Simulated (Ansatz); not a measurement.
# TiRh3: a fit and a missing row

TiRh3, Pm-3m, a = 3.821 Å. The structure is a COD entry; whether it is the stable form wasn't checked. Ansatz: r2SCAN, PAW, 500 eV, Γ-centred 12×12×12 mesh on 4 atoms, Gaussian smearing 0.10 eV; no spin polarisation. Symmetry fixes shape and atoms, so the cell is only scaled; pressure is positive in compression.

| V (Å³/atom) | P (GPa) |
| --- | --- |
| 13.105 | 18.03 |
| 13.524 | 8.24 |
| 13.942 | 0.00 |
| 14.360 | ? |
| 14.778 | -12.74 |

Q: Take V0 = 13.942 Å³/atom, fit the third-order Birch–Murnaghan form to the other rows, and predict the missing pressure.

A: With the Eulerian strain f = ½[(V0/V)^(2/3) − 1] and y = P/[3f(1 + 2f)^(5/2)], the form is the line y = B0 + 1.5 B0 (B0′ − 4) f. Rows (f, y): 0.02107, 257.3; 0.01025, 254.7; -0.01904, 245.8. Means f = 0.004093, y = 252.60; Σ(Δf)² = 0.0008613, ΣΔfΔy = 0.2500; the slope is their ratio. y = 251.4 + 290.3 f GPa, so B0 = 251.4 GPa and B0′ = 4 + 2 × (290.3)/(3 × 251.4) = 4.77. At V = 14.360, f = -0.00975, y = 248.57 and P = -6.92 GPa. The run gave -6.93 GPa, so the fit is 0.01 GPa too high, within the rms miss on the fitted rows (0.01 GPa).